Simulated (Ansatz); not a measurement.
Data:

AlCuP2Se6:
Space group R3, hexagonal axes (No. 146); a = b = 6.225 Å, c = 19.977 Å, α = β = 90.00°, γ = 120.00°

| atom | site | symmetry | x | y | z |
|---|---|---|---|---|---|
| Al | 3a | 3. | 0.0000 | 0.0000 | 0.1672 |
| Cu | 3a | 3. | 0.0000 | 0.0000 | 0.8325 |
| P | 3a | 3. | 0.0000 | 0.0000 | 0.5550 |
| P | 3a | 3. | 0.0000 | 0.0000 | 0.4446 |
| Se | 9b | 1 | 0.3213 | 0.0031 | 0.2488 |
| Se | 9b | 1 | 0.3195 | 0.3163 | 0.0848 |
(The calculation used a cell of 10 atoms; values per cell refer to that cell.)

This is the r²SCAN+D4-relaxed structure.

Task: All from r²SCAN+D4 in the plane-wave PAW code Ansatz, unless another level is named. Estimate the formation energy from the elements (no fitted shifts).

Result: -0.36 eV/atom.

Task: And the electron effective mass?

Result: 0.17, 0.17, 0.83 mₑ (principal values).

Task: Next, the conduction-band minimum?

Result: at Γ.

The workflow started from a Materials Project entry (that database holds measured and hypothetical structures alike); the Crystallography Open Database copy checked does not list it. With Al and Cu taken as one species the cell has the higher symmetry R-3, so it may be an ordered model of a mixed-site phase. Whether it is the stable phase at ambient conditions was not checked. The r²SCAN+D4 relaxation kept the symmetry of its start; its stability against distortions is not shown here. The run is not spin-polarised. The references are the lowest solids computed at this level, not always the standard phases. Scalar-relativistic: spin–orbit coupling is off unless named, which matters more the heavier the elements.

Potentials: the later of the program's two PAW sets.

Edges and masses are those of Kohn–Sham bands, whose gap is no quasiparticle gap.
